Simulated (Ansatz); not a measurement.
The start is a relaxed TaSi2 cell, doubled along one cell vector, shaken by Gaussian noise of σ = 0.08 Å a coordinate. The structure is fully relaxed (lattice and positions, P = 0) with r2SCAN (plane waves to 500 eV, PAW, scalar-relativistic; Ansatz, a quantum-chemistry and plane-wave program). The first steps use a coarse 4×8×10 k-mesh.

Starting cell:
```
TaSi2
1.0
   -3.26698     3.26698     8.15214
    1.63349    -1.63349     4.07607
    1.63349     1.63349    -4.07607
Ta Si
2 4
Direct
  0.00556   0.02240   0.02753
  0.48264   0.99170   0.97195
  0.33911   0.63962   0.01311
  0.86122   0.65897   0.02656
  0.17915   0.33434   0.00560
  0.65759   0.29459   0.98604
```

Problem. How large is the pressure on the unrelaxed cell, and of which sign?

Solution. +4 GPa (positive: the cell is compressed).

Problem. Which atoms feel the largest initial force, and how large is it?

Solution. About 3.2 eV/Å, on Ta2 (atoms numbered as listed).

Problem. How much energy is released per atom?

Solution. 0.11 eV/atom.

Problem. Does it find its way back to the structure it was made from?

Solution. It relaxes back to the parent, I4/mmm (No. 139).

Problem. How do the shortest distances between atoms change?

Solution. The closest pairs of elements (up to four, under 3.6 Å), start → end: Si–Ta 2.51 → 2.69 Å; Si–Si 2.52 → 2.67 Å; Ta–Ta 3.15 → 3.27 Å.

Problem. Is the relaxed structure metallic? Give its gap.

Solution. No gap (metallic).

The end point of the relaxation:

Space group I4/mmm (No. 139); a = 3.267 Å, b = 3.267 Å, c = 8.152 Å, α = 90.00°, β = 90.00°, γ = 90.00°

```
atom  site  symmetry       x       y       z
----  ----  --------  ------  ------  ------
Ta      2b     4/mmm  0.0000  0.0000  0.5000
Si      4e       4mm  0.0000  0.0000  0.1683
```
(The calculation used a cell of 3 atoms; values per cell refer to that cell.)

Final values are on a 20×20×20 k-mesh of the relaxed cell. No spin polarisation in the result. The relaxed primitive cell holds an odd number of electrons. A magnetic state may lie lower.

The relaxed structure here is a generated cell of TaSi2: the first start was made by placing the elements on the sites of a structure type, and the end was not matched to a known phase here, so it may be hypothetical. Known forms of TaSi2 include space group No. 181.
